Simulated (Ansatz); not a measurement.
Data:

MoPt:
```xyz
2
Lattice="2.7746 0.0000 0.0000 -1.3873 2.4029 0.0000 0.0000 0.0000 4.4934" Properties=species:S:1:pos:R:3 pbc="T T T"
Mo     1.3873     0.8010     0.0000
Pt     0.0000     1.6019     2.2467
```

This is the PBEsol-relaxed structure. Tensor components refer to the Cartesian frame of this cell.

Problem. All from plane-wave PAW PBEsol (Ansatz code), unless another level is named. Estimate the bulk modulus (Birch–Murnaghan fit).

Solution. 294 GPa.

Problem. Give the elastic constants (relaxed ions, GPa).

Solution. C11 = 382, C12 = 300, C13 = 188, C33 = 542, C44 = 147.

Space group P-6m2. The first step of the workflow began from a Materials Project structure, measured or hypothetical; the Crystallography Open Database copy checked does not list it. With Mo and Pt taken as one species the cell has the higher symmetry P6_3/mmc, so it may be an ordered model of a mixed-site phase. Its standing as an ambient phase is unchecked. The PBEsol relaxation kept the symmetry of its start; its stability against distortions is not shown here. The run is not spin-polarised. As this level gives no gap, shear constants depend on the k-mesh and smearing (Fermi–Dirac, 0.1 eV here). On the denser mesh and wider smearing of the elastic run this cell carries a stress of 0.4 GPa. Spin–orbit coupling is left out wherever it is not named.

Potentials: the later of the program's two PAW sets.
